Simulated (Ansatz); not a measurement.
ZrN (rock salt)

```yaml
crystal:
  lattice:
    - [0.00000, 2.27614, 2.27614]
    - [2.27614, 0.00000, 2.27614]
    - [2.27614, 2.27614, 0.00000]
  atoms:
    - { symbol: N, position: [0.00000, 0.00000, 0.00000] }
    - { symbol: Zr, position: [0.50000, 0.50000, 0.50000] }
```

The slice is a {110} plane (indices of the conventional cell) through the point (0.500, 0.500, 0.500) (fractional), spanned by u = [100] and v = [1 -1 -1] in vectors of this cell: u (3.22 Å) and v (4.55 Å, at 90° to u). It covers one period; positions are fractions (u, v).

Computed with PBEsol (plane waves to 420 eV, PAW, scalar-relativistic; Ansatz, a first-principles code). k mesh 18×18×18. Near the nuclei the fields are pseudised (PAW); where an atom keeps semicore shells as valence, they peak there. ZrN is run without spin polarisation. ZrN was relaxed with its symmetry unable to fall.

**Question.** What is the ELF at the density minimum of the shortest N–Zr line in this plane (2.28 Å)?

**Answer.** 0.2.

**Question.** What is the valence density on the shortest N–Zr line in this plane (2.28 Å), at its minimum between the atoms?

**Answer.** 0.47 e/Å³.

**Question.** Sketch the electrostatic potential energy of an electron, from the cell's mean on this plane as a map.

**Answer.** 
```
v \ u  0.00  0.15  0.30  0.45  0.60  0.75  0.90
-----  ----  ----  ----  ----  ----  ----  ----
0.96      x     x     x   9.5   7.3     x     x
0.86      x     x  <4.0  10.9   9.7  <4.0     x
0.75   <4.0   6.3  10.3  12.0  11.7   9.2   4.8
0.64      x     x  11.9  11.4  11.6  11.4     x
0.54      x     x     x  10.3  10.7     x     x
0.43      x     x  11.0  10.6  10.9     x     x
0.32      x     x  11.9  11.8  11.9  11.6     x
0.21      x  <4.0   8.8  11.8  11.2   6.8  <4.0
0.11      x     x  <4.0  10.3   8.7     x     x
0.00      x     x     x   9.3   7.1     x     x
```

Values: electrostatic potential energy of an electron, from the cell's mean, in eV. Points within 1 Å of a nucleus are blanked (x), as the pseudised field means little there. Values under 4 eV are set to 4. The zero, the cell's mean, hangs on the PAW cores.
